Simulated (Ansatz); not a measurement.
Consider the following.

GaP:
Space group F-43m (No. 216); a = b = c = 5.451 Å, α = β = γ = 90.00°

| atom | site | symmetry | x | y | z |
|---|---|---|---|---|---|
| P | 4c | -43m | 0.2500 | 0.2500 | 0.2500 |
| Ga | 4a | -43m | 0.0000 | 0.0000 | 0.0000 |
(The calculation used a cell of 2 atoms; values per cell refer to that cell.)

This is the r²SCAN-relaxed structure.

Task: All from DFT-r²SCAN in the program Ansatz with PAW potentials, unless another level is named. Predict the Debye temperature from the elastic constants.

Result: 453 K.

Task: Give the highest zone-centre frequency (without LO–TO term).

Result: 360 cm^-1.

Symmetry was held in the r²SCAN relaxation; phonons on a q-mesh show no instability. Scalar-relativistic: spin–orbit coupling is off unless named, which matters more the heavier the elements.

Potentials: the later of the program's two PAW sets.
